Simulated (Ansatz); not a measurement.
Relaxing a structure of TaN

The start is a generated cell, TaN placed in the CoSn structure type. Cell shape, volume and atoms are optimised at zero target pressure with r2SCAN (plane waves to 500 eV, PAW, scalar-relativistic; Ansatz, a quantum-chemistry and plane-wave program). First-step values are on the input's coarse k-mesh.

Ansatz input (later rounds restart from its end on a renewed k-mesh):
Ansatz 0.2 input:
```yaml
crystal:
  lattice:
    - [5.5547781, 0, 0]
    - [-2.777389, 4.8105789, 0]
    - [0, 0, 4.482229]
  atoms:
    - { symbol: Ta, position: [0.5, 0, 0] }
    - { symbol: Ta, position: [0.5, 0.5, 0] }
    - { symbol: Ta, position: [0, 0.5, 0] }
    - { symbol: N, position: [0, 0, 0] }
    - { symbol: N, position: [0.33333333, 0.66666667, 0.5] }
    - { symbol: N, position: [0.66666667, 0.33333333, 0.5] }
basis: { ecutwfc: 500, ecutrho_ratio: 4, xc_grid: 4, fft_grid_basis: typed }
kpoints: { mp_grid: { grid: [5, 5, 5] } }
hamiltonian:
  xc: r2scan
  dispersion: none
  pseudopotentials: { azcp: { folder: ./paw }, kind: paw }
scf: { occupations: { method: fermi_dirac, width: 0.05 } }
relax: { f_tol: 0.01, max_steps: 100, cell: { stress_tol: 0.02 } }
output: { forces: true, stress: true }
```

**Question.** How large is the pressure on the unrelaxed cell, and of which sign?

**Answer.** -36 GPa (negative: the cell is under tension).

**Question.** By how much does the energy per atom fall from start to end?

**Answer.** 1.77 to 1.79 eV/atom (the two k-meshes of the run give this range).

**Question.** How do the shortest distances between atoms change?

**Answer.** The closest pairs of elements (up to four, under 3.6 Å), start → end: N–Ta 2.76 → 2.21 Å; Ta–Ta 2.78 → 2.60 Å; N–N 3.21 → 3.00 Å.

**Question.** Is the relaxed structure metallic? Give its gap.

**Answer.** No gap (metallic).

**Question.** What does it relax into? Give the structure.

**Answer.** 
```cif
data_N3Ta3
_chemical_formula_sum 'Ta3 N3'
_space_group_name_H-M_alt 'P6/mmm'
_space_group_IT_number 191
_space_group_name_Hall '-P 6 2'
_cell_length_a 5.20285
_cell_length_b 5.20285
_cell_length_c 3.25287
_cell_angle_alpha 90.000
_cell_angle_beta 90.000
_cell_angle_gamma 120.000
loop_
_atom_site_label
_atom_site_type_symbol
_atom_site_symmetry_multiplicity
_atom_site_Wyckoff_symbol
_atom_site_fract_x
_atom_site_fract_y
_atom_site_fract_z
_atom_site_occupancy
Ta1 Ta 3 f 0.00000 0.50000 0.00000 1
N1 N 1 a 0.00000 0.00000 0.00000 1
N2 N 2 d 0.33333 0.66667 0.50000 1
```

The space group stays P6/mmm (No. 191) (the run could not lower it), with 6 atoms in the primitive cell. Final values are on a 10×10×14 k-mesh of the relaxed cell. No spin polarisation in the result.

The run could not lose the symmetry of its start.

All atoms sit on sites fixed by symmetry, so only the cell could relax.

The first start was generated by placing the elements on the sites of a structure type. A measured structure of TaN has the same space group, P6/mmm (No. 191); the sites were not compared with it. Another known form has space group No. 225.
